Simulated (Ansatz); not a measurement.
TaW:
```cif
data_Ta4W4
_chemical_formula_sum 'Ta4 W4'
_space_group_name_H-M_alt 'Fm-3m'
_space_group_IT_number 225
_space_group_name_Hall '-F 4 2 3'
_cell_length_a 5.31326
_cell_length_b 5.31326
_cell_length_c 5.31326
_cell_angle_alpha 90.000
_cell_angle_beta 90.000
_cell_angle_gamma 90.000
loop_
_atom_site_label
_atom_site_type_symbol
_atom_site_symmetry_multiplicity
_atom_site_Wyckoff_symbol
_atom_site_fract_x
_atom_site_fract_y
_atom_site_fract_z
_atom_site_occupancy
Ta1 Ta 4 a 0.00000 0.00000 0.00000 1
W1 W 4 b 0.50000 0.50000 0.50000 1
```
(The calculation used a cell of 2 atoms; values per cell refer to that cell.)

Relaxed with PBEsol.

Q: Decompose the optical modes at the zone centre into irreducible representations, and say which are infrared and Raman allowed.

A: Point group m-3m: Γ_opt = T1u. Infrared: T1u. Raman: none.

Q: Assign frequencies (DFPT, plane-wave PAW PBEsol (Ansatz code)).

A: T1u 226 cm⁻¹.

The start of the workflow was typed in or built on a structure type; neither database checked (COD, Materials Project) lists it. Its standing as an ambient phase is unchecked. The cell was relaxed with PBEsol under the symmetry of its start. At this level the phase is mechanically unstable. The run is not spin-polarised. Its formation energy is positive at this level, so the cell may be metastable or incomplete. As this level gives no gap, phonon frequencies hold no LO–TO term and depend on the k-mesh and smearing (Fermi–Dirac, 0.1 eV here). Scalar-relativistic: spin–orbit coupling is off unless named, which matters more the heavier the elements.

Potentials: the later of the program's two PAW sets.
